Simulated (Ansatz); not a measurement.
Computed with DFT PBE, scalar-relativistic, plane waves, PAW in Ansatz 0.2.0. Settings: cutoff 420 eV, Γ-centred meshes spaced at most about 0.3 Å⁻¹, and about 0.25 Å⁻¹ or finer for metals (2π included), Gaussian smearing. No spin polarisation in the final relaxations.

All energies are static (0 K, no zero-point motion).

Two forms of Bi₄Te were relaxed alike.

A.

Space group P6/mmm (No. 191). a = 5.614 Å, b = 5.614 Å, c = 6.584 Å, α = 90.00°, β = 90.00°, γ = 120.00°
| atom | site | symmetry | x | y | z |
| --- | --- | --- | --- | --- | --- |
| Bi | 4h | 3m. | 0.3333 | 0.6667 | 0.7510 |
| Te | 1a | 6/mmm | 0.0000 | 0.0000 | 0.0000 |

B.

Space group Im-3m (No. 229). a = 7.236 Å, b = 7.236 Å, c = 7.236 Å, α = 90.00°, β = 90.00°, γ = 90.00°
```csv
atom,site,symmetry,x,y,z
Bi,8c,.-3m,0.2500,0.2500,0.7500
Te,2a,m-3m,0.0000,0.0000,0.0000
```

Question: Which is lower in energy, and by how much?

Answer: A is lower, by 201 meV/atom. A has space group P6/mmm (No. 191), 35.9 Å³/atom and no gap on its mesh; B has space group Im-3m (No. 229), 37.9 Å³/atom and no gap. Counting Bi atoms around Te (those within 1.25 times the shortest such distance or 1.15 times the sum of covalent radii, 1.27 where that leaves under three; the shortest distance is added where it exceeds 1.18 times the sum of covalent radii), A has Te 12 from 3.6 Å and B has Te 8. The denser one is the lower, and pressure would at first widen the difference. Even the lower one lies +0.11 eV/atom against the reference forms of the elements (uncorrected), so neither is stable at this level. Both come from invented guesses.

Spin–orbit coupling, which can matter for Bi and Te, is left out. Cells relaxed within their symmetry can be saddle points.
